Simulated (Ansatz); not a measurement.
Relaxed-ion elastic tensor of MoSe$_{2}$ in space group P6_3/mmc (No. 194; Mo on 2c, Se on 4f) in GPa (Voigt order), DFT-LDA in the program Ansatz with PAW potentials; density 7.24 g/cm³, 19.40 Å³ per atom.

```csv
,1,2,3,4,5,6
1,196,44.9,13.2,0.0,0.0,0.0
2,44.9,196,13.2,0.0,0.0,0.0
3,13.2,13.2,52.5,0.0,0.0,0.0
4,0.0,0.0,0.0,20.6,0.0,0.0
5,0.0,0.0,0.0,0.0,20.6,0.0
6,0.0,0.0,0.0,0.0,0.0,75.5
```

Problem. Is the crystal mechanically stable?

Solution. Yes: the smallest eigenvalue of C is 20.6 GPa.

Problem. Work out the Voigt, Reuss and Hill averages.

Solution. K_V = 65.2, K_R = 41.9, K_H = 53.6; G_V = 48.2, G_R = 32.1, G_H = 40.2 GPa.

Problem. Give Young's modulus, Poisson's ratio, Pugh's ratio and the universal anisotropy index.

Solution. E = 9KG/(3K + G) = 96.4 GPa; ν = 0.20; K/G = 1.33 (brittle by the Pugh limit of 1.75); A_U = 5G_V/G_R + K_V/K_R − 6 = 3.05.

Problem. Estimate the sound speeds and the Debye temperature.

Solution. v_l = √((K + 4G/3)/ρ) = 3850 m/s, v_t = √(G/ρ) = 2350 m/s, mean 2600 m/s; Θ = (h/k)(3n/4πV)^(1/3) v_m = 288 K.

Problem. Solve the Christoffel equation for the three sound speeds along x, y, z.

Solution. Eigenvalues of C_ijkl n_j n_l equal ρv². In km/s, slowest first: x 1.69, 3.23, 5.20; y 1.69, 3.23, 5.20; z 1.69, 1.69, 2.69.

Problem. How much does each axis shrink under pressure?

Solution. Linear compressibilities β_i = Σ_j S_ij (j = 1 to 3): x 3.2, y 3.2, z 17 per TPa.

The cell was relaxed with LDA under the symmetry of its start; phonons on a q-mesh show no instability. No spin polarisation was allowed. A crystal of weakly bound layers computed without a dispersion correction: the cell and the soft elastic constants depend strongly on that.

Potentials: the earlier of the program's two PAW sets.
